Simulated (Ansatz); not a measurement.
MgSe:
```cif
data_Mg2Se2
_chemical_formula_sum 'Mg2 Se2'
_space_group_name_H-M_alt 'P 1'
_space_group_IT_number 1
_cell_length_a 4.22035
_cell_length_b 4.22035
_cell_length_c 6.78263
_cell_angle_alpha 90.000
_cell_angle_beta 90.000
_cell_angle_gamma 120.000
loop_
_space_group_symop_operation_xyz
  'x, y, z'
loop_
_atom_site_label
_atom_site_type_symbol
_atom_site_fract_x
_atom_site_fract_y
_atom_site_fract_z
_atom_site_occupancy
Mg1 Mg 0.66667 0.33333 0.49758 1
Mg2 Mg 0.33333 0.66667 0.99758 1
Se1 Se 0.66667 0.33333 0.87742 1
Se2 Se 0.33333 0.66667 0.37742 1
```

Relaxed with PBEsol. PBEsol (plane waves, PAW; program Ansatz) gives a gap of 2.52 eV.

**Question.** What gap does HSE06 give on the same cell (Ansatz, PAW)?

**Answer.** 3.64 eV, 1.13 eV more. The hybrid was solved on a coarser mesh and at special points; its gap is the smallest among all of these.

```tsv
k	v1 PBEsol	c1 PBEsol	v1 HSE06	c1 HSE06
Γ	0.00	2.52	0.00	3.64
A	-0.33	4.06	[?]	[?]
K	-1.40	4.24	[?]	[?]
H	-0.57	4.94	[?]	[?]
M	-0.46	4.04	-0.50	5.07
L	-0.86	3.93	[?]	[?]
```

**Question.** Top valence (v1) and lowest conduction level (c1) in eV from each method's valence maximum (which need not be a listed point): supply the withheld HSE06 values.

**Answer.** 
- L, v1 HSE06: -0.92
- L, c1 HSE06: 4.98
- H, v1 HSE06: -0.62
- H, c1 HSE06: 6.04
- A, v1 HSE06: -0.36
- A, c1 HSE06: 5.19
- K, v1 HSE06: -1.49
- K, c1 HSE06: 5.27

Cost on shared cores: the PBEsol run (SCF on a 8×8×4 mesh, then bands and DOS) around 60 core-seconds (rough), the HSE06 run (SCF on 6×6×3, then a few points) roughly 5 core-minutes; the tasks are unlike.

Space group P6_3mc (wurtzite). The workflow started from a Materials Project entry (that database holds measured and hypothetical structures alike); the Crystallography Open Database copy checked does not list it. COD files the formula under space group No. 225, so this cell is another polymorph or a model. Its standing as an ambient phase is unchecked. The PBEsol relaxation kept the symmetry of its start; its stability against distortions is not shown here. Scalar-relativistic: spin–orbit coupling is off unless named, which matters more the heavier the elements.

Potentials: the later of the program's two PAW sets.
